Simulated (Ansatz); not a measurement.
SnSe: changing the dispersion correction

The cell as given:

```cif
data_structure
_symmetry_space_group_name_H-M 'P 1'
_symmetry_Int_Tables_number 1
_cell_length_a 4.2568
_cell_length_b 4.2568
_cell_length_c 4.2568
_cell_angle_alpha 60.000
_cell_angle_beta 60.000
_cell_angle_gamma 60.000
_cell_volume 54.54
loop_
_atom_site_label
_atom_site_type_symbol
_atom_site_fract_x
_atom_site_fract_y
_atom_site_fract_z
_atom_site_occupancy
Sn1 Sn 0.00000 0.00000 0.00000 1
Se1 Se 0.50000 0.50000 0.50000 1
```

Measurements of this composition are mostly on another form, of space group No. 62.

Kept alike: task relaxation of cell and atoms; functional PBEsol; k mesh 8 × 8 × 8; occupations fermi-dirac, width 0.05 eV; no spin polarisation. Program: Ansatz, Ansatz PAW, cutoff 420 eV. The mesh is that of the run's cell of 2 atoms. No spin-orbit coupling.

| dispersion correction | band gap (eV) | volume (Å³/atom) |
| --- | --- | --- |
| D3(BJ) | 0.744 | 25.310 |
| D3(BJ)-ATM | 0.750 | 25.406 |
| D4 | 0.765 | 25.650 |
| none | 0.748 | 26.271 |

Spin-orbit coupling, left out here, moves the band edges of heavy atoms and can close or invert small gaps. Gaps hold for each row's own relaxed cell. The relaxations keep at least the cell's symmetry (Fm-3m). Relaxations stop with a little pressure left, so the last digits of a volume or edge aren't settled. A gap read on the mesh alone can miss an edge between its points. All rows use potentials made for PBE.

Task: What does the dispersion correction change here?

Result: The band gap runs from 0.744 (D3(BJ)) to 0.765 eV (D4). The volume runs from 25.310 (D3(BJ)) to 26.271 Å³/atom (none). Against no correction: D3(BJ) -3.7 %; D3(BJ)-ATM -3.3 %; D4 -2.4 %. Dispersion terms mostly attract and so lower the volume; the schemes' coefficients and damping set how far.
